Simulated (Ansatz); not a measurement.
One crystal and one scan (energy against volume) at two levels, r2SCAN (plane waves to 500 eV, PAW, scalar-relativistic; Ansatz, a program for electronic structure) and PBE (plane waves to 420 eV, PAW, scalar-relativistic; Ansatz), each from its own relaxed cell and on its own mesh. The cell shown is that of r2SCAN.

RuSi (FeSi type, space group P2_13)

```
RuSi
1.0
    4.70473     0.00000     0.00000
    0.00000     4.70473     0.00000
    0.00000     0.00000     4.70473
Ru Si
4 4
Cartesian
  0.60887   0.60887   0.60887
  2.96123   1.74350   4.09586
  4.09586   2.96123   1.74350
  1.74350   4.09586   2.96123
  3.94074   3.94074   3.94074
  1.58837   3.11636   0.76399
  0.76399   1.58837   3.11636
  3.11636   0.76399   1.58837
```

The volume is varied about the relaxed value V₀ at fixed cell shape. The atoms relax within the cell's symmetry.

E stands for the smeared free energy. RuSi is run without spin polarisation. RuSi was relaxed with its symmetry unable to fall. Percentages come from the unrounded values. Both scans cover V/V₀ from 0.840 to 1.160.

Results of r2SCAN:

Lattice constant a (Å): 4.705
Pressure at the smallest volume (GPa): 61.4
Energy cost of the largest compression (meV/atom): 334
Energy cost of the largest expansion (meV/atom): 167
Bulk modulus B₀ (third-order Birch-Murnaghan fit) (GPa): 221.0
Pressure for 5 % compression (fit) (GPa): 13.0

Q: Estimate the PBE values.

A: 
```json
[
 {"quantity": "Lattice constant a (Å)", "PBE": "4.736", "r2SCAN − PBE": "-0.031 (-0.7 %)"},
 {"quantity": "Pressure at the smallest volume (GPa)", "PBE": "56.9", "r2SCAN − PBE": "+4.5 (+7.9 %)"},
 {"quantity": "Energy cost of the largest compression (meV/atom)", "PBE": "316", "r2SCAN − PBE": "+18 (+5.8 %)"},
 {"quantity": "Energy cost of the largest expansion (meV/atom)", "PBE": "159", "r2SCAN − PBE": "+8 (+5 %)"},
 {"quantity": "Bulk modulus B₀ (third-order Birch-Murnaghan fit) (GPa)", "PBE": "205.7", "r2SCAN − PBE": "+15.3 (+7.4 %)"},
 {"quantity": "Pressure for 5 % compression (fit) (GPa)", "PBE": "12.1", "r2SCAN − PBE": "+0.9 (+8 %)"}
]
```

r2SCAN gives the higher value for: pressure at the smallest volume; energy cost of the largest compression; energy cost of the largest expansion; bulk modulus B₀; pressure for 5 % compression. r2SCAN gives the lower value for: lattice constant a. Neither level is exact: the differences show how much the result hangs on the functional.

(A scan under strain: stresses follow from slopes of the energy per volume, elastic moduli from its curvatures.)
